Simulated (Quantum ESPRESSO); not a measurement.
KMgH3 has the cubic space group Pm-3m (No. 221), the cubic perovskite structure, Pearson symbol cP5. Lattice parameters: a = b = c = 3.988 Å, α = β = γ = 90.00°. H on 3c has 2 Mg at 1.994 Å and 4 K at 2.820 Å (octahedral). Mg on 1b has 6 H at 1.994 Å (octahedral). K on 1a sees 12 H at 2.820 Å (cuboctahedral). (Neighbours: up to the widest gap in distance over summed covalent radii, below 1.35, at either atom; cation-cation contacts left out.)

The geometry is that of Materials Project entry mp-23737, symmetrised and not relaxed again.

### Question
What does PBEsol (pw.x of Quantum ESPRESSO, ONCV potentials, scalar-relativistic) give for the electronic structure near the Fermi level?

### Answer
The PBEsol gap is indirect, 2.33 eV, from X to R; the smallest direct gap is 4.50 eV. The cell is held in this high symmetry; tilts and polar distortions were not searched.
